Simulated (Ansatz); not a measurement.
PbAu2 (cubic Laves (MgCu2 type), space group No. 227) at seven volumes, DFT-LDA in the program Ansatz with PAW potentials, scaled uniformly. One row is withheld.

```csv
V (Å³/atom),P (GPa)
18.539,14.36
19.151,?
19.762,3.88
20.373,0.00
20.984,-3.20
21.595,-5.84
22.207,-8.01
```

**Question.** Fit the shown pressures and predict the withheld one.

**Answer.** Third-order Birch–Murnaghan: P = (3/2)B₀(x^(7/2) − x^(5/2))[1 + (3/4)(B′ − 4)(x − 1)] with x = (V₀/V)^(2/3). Least squares on the six rows gives V₀ = 20.373 Å³/atom, B₀ = 117.6 GPa, B′ = 5.48. At V = 19.151, x = 1.0421 and P = 8.62 GPa. The run itself gave 8.61 GPa.

Space group Fd-3m (cubic Laves (MgCu2 type)). The workflow started from a Materials Project entry (that database holds measured and hypothetical structures alike); the Crystallography Open Database files this formula in space group No. 227, but the cells were not matched. Its standing as an ambient phase is unchecked. The LDA relaxation kept the symmetry of its start; phonons show weakly imaginary modes. Spin–orbit coupling is left out wherever it is not named.

Potentials: the later of the program's two PAW sets.
